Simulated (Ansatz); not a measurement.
Rb$_{2}$PtC$_{2}$:
Space group P-3m1 (No. 164); a = b = 5.3394 Å, c = 5.1968 Å, α = β = 90.00°, γ = 120.00°

```json
[
 {"atom": "Rb", "site": "2d", "symmetry": "3m.", "x": "0.3333", "y": "0.6667", "z": "0.2750"},
 {"atom": "Pt", "site": "1a", "symmetry": "-3m.", "x": "0.0000", "y": "0.0000", "z": "0.0000"},
 {"atom": "C", "site": "2c", "symmetry": "3m.", "x": "0.0000", "y": "0.0000", "z": "0.3774"}
]
```

Relaxed with PBEsol.

### Question
Tabulate the valence density and the electron localisation function along the shortest Rb–Pt contact (3.40 Å), PBEsol in the plane-wave PAW code Ansatz.

### Answer


```
distance from Rb (Å)  density (e/Å³)   ELF
--------------------  --------------  ----
0.34                            1.91  0.37
0.51                            2.12  0.73
0.68                            1.70  0.85
0.85                            1.06  0.86
1.02                            0.55  0.77
1.19                            0.27  0.45
1.36                            0.14  0.13
1.53                            0.10  0.06
1.70                            0.10  0.10
1.87                            0.14  0.23
2.04                            0.23  0.33
2.21                            0.40  0.35
2.38                            0.77  0.39
2.55                            1.75  0.48
2.72                            3.90  0.59
2.89                            6.88  0.65
3.06                            9.71  0.67
```

The density is the valence pseudo-density with augmentation charge, so density and ELF within about 1 Å of a nucleus are not all-electron values.

The first step of the workflow began from a Materials Project structure, measured or hypothetical; the Crystallography Open Database files this formula in space group No. 164, but the cells were not matched. Its standing as an ambient phase is unchecked. The cell was relaxed with PBEsol under the symmetry of its start; its stability against distortions is not shown here. No spin polarisation was allowed. Scalar-relativistic: spin–orbit coupling is off unless named, which matters more the heavier the elements.

Potentials: the later of the program's two PAW sets.
